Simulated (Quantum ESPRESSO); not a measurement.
```
CELL_PARAMETERS angstrom
      0.00000     4.25032     4.25032
      4.25032     0.00000     4.25032
      4.25032     4.25032     0.00000
ATOMIC_POSITIONS crystal
  O  0.72976 0.72976 0.27024
  O  0.27024 0.27024 0.72976
  O  0.27024 0.72976 0.72976
  O  0.72976 0.27024 0.27024
  O  0.72976 0.27024 0.72976
  O  0.27024 0.72976 0.27024
  Ca 0.00000 0.00000 0.00000
  Mo 0.50000 0.50000 0.50000
  Ba 0.75000 0.75000 0.75000
  Ba 0.25000 0.25000 0.25000
```

The geometry is that of Materials Project entry mp-19403, symmetrised and not relaxed again.

Question: What does norm-conserving PBEsol (Quantum ESPRESSO, 84 Ry, without SOC) give for the electronic structure near the Fermi level?

Answer: The PBEsol gap is indirect, 1.98 eV, from Γ to X; the smallest direct gap is 2.03 eV. Spin-orbit splittings are left out.
